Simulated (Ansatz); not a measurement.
## Magnetic states of cobalt, A15

Computed with DFT, LDA (PW92), plane waves (420 eV) with PAW, scalar-relativistic in Ansatz 0.2.0. The PAW files were generated under PBE, with cores re-solved for the functional.

Each start was relaxed and then solved on a dense mesh, with Fermi-Dirac smearing of 0.05 eV (0.1 eV in a metal without spin) extrapolated to zero. Rows within 2 meV/atom of each other tie.

Question: Where does each start end, and how do the energies compare? Starts: non-magnetic; ferromagnetic.

Answer: 
```
        start                                 ends  ΔE (meV/atom)  V (Å³/atom)
ferromagnetic  ferromagnetic, net 1.60 μB per atom            0.0        10.24
 non-magnetic                    spin not included          190.5         9.88
```
